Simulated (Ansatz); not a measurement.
Relaxed-ion elastic tensor of MnZn (CsCl type, Pm-3m) in GPa (Voigt order), PBEsol in the plane-wave PAW code Ansatz; density 7.89 g/cm³, 12.67 Å³ per atom.

```tsv
	1	2	3	4	5	6
1	151	130	130	0.0	0.0	0.0
2	130	151	130	0.0	0.0	0.0
3	130	130	151	0.0	0.0	0.0
4	0.0	0.0	0.0	124	0.0	0.0
5	0.0	0.0	0.0	0.0	124	0.0
6	0.0	0.0	0.0	0.0	0.0	124
```

Q: Is the crystal mechanically stable?

A: Yes: the smallest eigenvalue of C is 21.2 GPa.

Q: Work out the Voigt and Reuss bounds. Is their mean of use?

A: K_V = 137, K_R = 137; G_V = 78.4, G_R = 23.5 GPa. The bounds lie so far apart that a Hill average or a Debye temperature from it would say little.

The workflow started from an entry of the Crystallography Open Database (COD). Its standing as an ambient phase is unchecked. Symmetry was held in the PBEsol relaxation; whether a distortion lowers the energy is not shown. Spin order of the final state: ferromagnetic, chosen from 3 collinear starts compared on coarse meshes (ties went to the first, and starts can fall back to one state), not a proven ground state. As this level gives no gap, shear constants depend on the k-mesh and smearing (Fermi–Dirac, 0.1 eV here).

Potentials: the later of the program's two PAW sets.
